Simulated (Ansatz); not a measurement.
RuPtN₂:
```xyz
4
Lattice="1.4156 0.8173 6.3844 -1.4156 0.8173 6.3844 0.0000 -1.6346 6.3844" Properties=species:S:1:pos:R:3 pbc="T T T"
Ru     0.0000     0.0000     9.5766
Pt     0.0000     0.0000     0.0000
N      0.0000     0.0000    17.1944
N      0.0000     0.0000     1.9589
```
The run is spin-polarised; directions of the spins, atom by atom: ↓ 0 0 0.

This is the r²SCAN-relaxed structure.

**Question.** All from plane-wave PAW r²SCAN (Ansatz code), unless another level is named. Estimate the electronic character.

**Answer.** metallic (no gap).

**Question.** And the formation energy from the elements (no fitted shifts)?

**Answer.** 0.36 eV/atom.

**Question.** Give the density of states at the Fermi level.

**Answer.** 0.56 states/eV per atom (mean over ±0.08 eV).

Space group R-3m. The start of the workflow was typed in or built on a structure type; neither database checked (COD, Materials Project) lists it. Whether it is the stable phase at ambient conditions was not checked. The cell was relaxed with r²SCAN under the symmetry of its start; whether a distortion lowers the energy is not shown. Magnetic state: ferromagnetic, the only order run, not a proven ground state. Its formation energy is positive at this level, so the cell may be metastable or incomplete. Other orbital occupations within this spin state were not tried. No Hubbard U is applied. The references are the lowest solids computed at this level, not always the standard phases (solids in place of the gases). Spin–orbit coupling is left out wherever it is not named.

Potentials: the later of the program's two PAW sets.
